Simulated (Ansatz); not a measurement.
SrCu2Si2:
```
SrCu2Si2
1.0
   -2.06680     2.06680     4.92005
    2.06680    -2.06680     4.92005
    2.06680     2.06680    -4.92005
Cu Si Sr
2 2 1
Direct
  0.75000   0.25000   0.50000
  0.25000   0.75000   0.50000
  0.37551   0.37551   0.00000
  0.62449   0.62449   0.00000
  0.00000   0.00000   0.00000
```

Relaxed with PBEsol.

Task: Give the Bader charges and basin volumes of the independent atoms, plane-wave PAW PBEsol (Ansatz code).

Result: 

```csv
atom,Bader charge (e),Bader volume (Å³)
Cu1,-0.31,15.2
Si3,-0.32,18.4
Sr5,+1.25,17.0
```

Space group I4/mmm. The workflow started from an entry of the Crystallography Open Database (COD). Whether it is the stable phase at ambient conditions was not checked. Symmetry was held in the PBEsol relaxation; whether a distortion lowers the energy is not shown. No spin polarisation was allowed.

Potentials: the later of the program's two PAW sets.
